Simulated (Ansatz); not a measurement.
One crystal and one scan (scan of one atom of the cell) at two levels, PBE-D3(BJ) (plane waves to 420 eV, PAW, scalar-relativistic; Ansatz, a quantum-chemistry and plane-wave program) and r2SCAN+rVV10 (plane waves to 500 eV, PAW, scalar-relativistic; Ansatz), each from its own relaxed cell and on its own mesh. The cell shown is that of PBE-D3(BJ).

Starting cell, MoS₂ (3R-MoS2 type, space group R3m):

```xyz
3
Lattice="1.5766 0.9103 5.9979 -1.5766 0.9103 5.9979 0.0000 -1.8205 5.9979" Properties=species:S:1:pos:R:3 pbc="T T T"
Mo     0.0000     0.0000     0.0003
S      0.0000     0.0000    13.5588
S      0.0000     0.0000    10.4319
```

In this cell atom 1 (Mo, nearest neighbour S at 2.399 Å; its periodic images, 3.2 Å or more away, move with it) is moved by s along Cartesian [111], unit vector (0.577, 0.577, 0.577); all other atoms and the cell stay fixed.

Energies are smeared free energies. MoS2 is run without spin polarisation. MoS2 was relaxed with its symmetry unable to fall. The PAW data are Ansatz's earlier set. This is one of several known forms of MoS2; the measured ambient cells at hand have space group No. 194. Both scans cover s from -0.240 to 0.240 Å.

ΔE (meV/cell), each from the undisplaced structure of its own level:

| s (Å) | PBE-D3(BJ) | r2SCAN+rVV10 |
|---|---|---|
| -0.240 | 675 | 691 |
| -0.192 | 433 | 444 |
| -0.144 | 244 | 250 |
| -0.096 | 109 | 111 |
| -0.048 | 27 | 28 |
| 0.000 | 0 | 0 |
| 0.048 | 27 | 28 |
| 0.096 | 110 | 112 |
| 0.144 | 248 | 254 |
| 0.192 | 443 | 453 |
| 0.240 | 697 | withheld |

Question: Estimate the r2SCAN+rVV10 value at 0.240 from the PBE-D3(BJ) value there and the ratio of the two levels in the two nearest given rows on that side of the minimum.

Answer: At 0.192 and 0.144 the ratio r2SCAN+rVV10/PBE-D3(BJ) averages 1.023, which gives 1.023 × 697 = 713 meV/cell. The calculation gives 711 meV/cell, +2.0 % against PBE-D3(BJ).

(For displaced atoms, the force is minus the slope of the energy, and its curvature is a force constant, which sets phonon frequencies.)
